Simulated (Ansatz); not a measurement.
PIr2, DFT, LDA, all-electron PAW with datasets made for the crystal, scalar-relativistic (Ansatz 0.2.0), run on 1 thread of AMD EPYC 7R32 (Zen 2) on a shared host.

The cell comes from COD entry 1011371, which wasn't checked; take it as a given geometry. The listed cell was then made from it by scaling, straining or moving an atom.

Command: `ansatz run input.yaml --threads 1 --pin off --max-ram 4096MiB --backend cpu --events-out ev --progress --plain --runs-dir out`

```yaml
crystal:
  lattice:
    - [0.0, 2.7766944197, 2.7766944197]
    - [2.7766944197, 0.0, 2.7766944197]
    - [2.7766944197, 2.7766944197, 0.0]
  atoms:
    - { symbol: P, position: [0.0, 0.0, 0.0] }
    - { symbol: Ir, position: [0.25, 0.25, 0.25] }
    - { symbol: Ir, position: [0.75, 0.75, 0.75] }
kpoints:
  mp_grid: { grid: [11, 11, 11] }
scf:
  occupations: { method: fermi_dirac, width: 0.05 }
hamiltonian:
  xc: lda
  pseudopotentials: { kind: all_electron, datasets: crystal }
output:
  forces: true
  stress: true
  eigenvalues: true
  efg: { contact_densities: true }
```

How large is the problem that the program sets up?

56 irreducible k-points, 411 plane waves at Γ, 25 bands.

Estimate the wall time and the peak memory.

13 s of wall time for 10 SCF iterations, with a peak of 0.68 GiB. Times on shared machines scatter by tens of per cent.

And the same cell and mesh by frozen-core PAW, asked for forces, stress, eigenvalues, efg, on the same hardware?

3.6 s, peak memory 0.45 GiB.
